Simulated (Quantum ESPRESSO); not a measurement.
Inputs of pw.x and gipaw.x (a modified build of Quantum ESPRESSO, PBE) for Li4ClF3; the starting potential comes from an earlier run on another mesh:

```
&CONTROL
  calculation = 'scf'
  prefix = 'x'
  pseudo_dir = './pseudo'
  outdir = './out'
  tprnfor = .true.
/
&SYSTEM
  ibrav = 0
  nat = 8
  ntyp = 3
  ecutwfc = 50
  ecutrho = 200
  occupations = 'fixed'
  nbnd = 20
/
&ELECTRONS
  conv_thr = 1e-11
  startingpot = 'file'
/
ATOMIC_SPECIES
Li 6.940 Li.GGA_PBE-JTH.UPF
Cl 35.450 Cl.GGA_PBE-JTH.UPF
F 18.998 F.GGA_PBE-JTH.UPF
CELL_PARAMETERS angstrom
    4.439548812000     0.000000000000     0.000000000000
    0.000000000000     4.439548812000     0.000000000000
    0.000000000000     0.000000000000     4.439548812000
ATOMIC_POSITIONS crystal
Li     0.000000000000     0.000000000000     0.000000000000
Cl     0.500000000000     0.000000000000     0.000000000000
Li     0.000000000000     0.500000000000     0.500000000000
F      0.500000000000     0.500000000000     0.500000000000
Li     0.500000000000     0.000000000000     0.500000000000
F      0.000000000000     0.000000000000     0.500000000000
Li     0.500000000000     0.500000000000     0.000000000000
F      0.000000000000     0.500000000000     0.000000000000
K_POINTS automatic
4 4 4 1 1 1
```

```
&INPUTGIPAW
  job = 'nmr'
  prefix = 'x'
  tmp_dir = './out/'
  restart_mode = 'from_scratch'
  pawproj(1) = .true.
  pawproj(2) = .true.
  pawproj(3) = .true.
  use_nmr_macroscopic_shape = .false.
/
```

The cell was made here from a computed Materials Project entry: one of 4 F replaced by Cl, cell and atoms relaxed (PBE without dispersion, pw.x of Quantum ESPRESSO, symmetry kept). The parent is LiF in Fm-3m. The swapped cell is a model, not a known phase. Stability against distortions was not tested.

Q: Predict the shielding tensors that the run ends with.

A: 
```
     f-sum rule (should be   -33.0066):
           -33.0079          0.0000          0.0000
             0.0000        -33.0079          0.0000
             0.0000          0.0000        -33.0079

     Total NMR chemical shifts in ppm: ---------------------------------------
     (adopting the Simpson convention for anisotropy and asymmetry)-----------

     Atom  1  Li  pos: (  0.000000  0.000000  0.000000)  Total sigma:          80.94
            88.6504         -0.0000          0.0000
            -0.0000         77.0880         -0.0000
             0.0000          0.0000         77.0880

     Li      1    anisotropy:     11.56    eta:    0.0000

     Atom  2  Cl  pos: (  0.500000  0.000000  0.000000)  Total sigma:         948.51
           948.5134          0.0000         -0.0000
             0.0000        948.5134         -0.0000
             0.0000         -0.0000        948.5134

     Cl      2    anisotropy:     -0.00    eta:    0.0000

     Atom  3  Li  pos: (  0.000000  0.500000  0.500000)  Total sigma:          82.83
            82.8330         -0.0000         -0.0000
             0.0000         82.8330         -0.0000
             0.0000          0.0000         82.8330

     Li      3    anisotropy:     -0.00    eta:    0.0000

     Atom  4  F   pos: (  0.500000  0.500000  0.500000)  Total sigma:         343.36
           356.3129          0.0000          0.0000
             0.0000        336.8894         -0.0000
             0.0000         -0.0000        336.8894

     F       4    anisotropy:     19.42    eta:    0.0000

     Atom  5  Li  pos: (  0.500000  0.000000  0.500000)  Total sigma:          80.94
            77.0880         -0.0000          0.0000
             0.0000         77.0880         -0.0000
             0.0000          0.0000         88.6504

     Li      5    anisotropy:     11.56    eta:    0.0000

     Atom  6  F   pos: (  0.000000  0.000000  0.500000)  Total sigma:         343.36
           336.8894          0.0000         -0.0000
            -0.0000        356.3129          0.0000
             0.0000         -0.0000        336.8894

     F       6    anisotropy:     19.42    eta:    0.0000

     Atom  7  Li  pos: (  0.500000  0.500000  0.000000)  Total sigma:          80.94
            77.0880         -0.0000          0.0000
            -0.0000         88.6504         -0.0000
             0.0000          0.0000         77.0880

     Li      7    anisotropy:     11.56    eta:    0.0000

     Atom  8  F   pos: (  0.000000  0.500000  0.000000)  Total sigma:         343.36
           336.8894          0.0000         -0.0000
             0.0000        336.8894         -0.0000
            -0.0000         -0.0000        356.3129

     F       8    anisotropy:     19.42    eta:    0.0000
```
The printed anisotropy is 3/2 (σ_33 − σ_iso) in the program's own order; the axes are left out here. Anisotropies that symmetry doesn't fix are less certain than the isotropic values. Shieldings are absolute and leave out the bulk-susceptibility term; a larger σ means a smaller chemical shift. By our sweeps, such settings leave a few ppm in absolute σ. The datasets of Cl hold no d projectors, which limits absolute σ on these atoms.
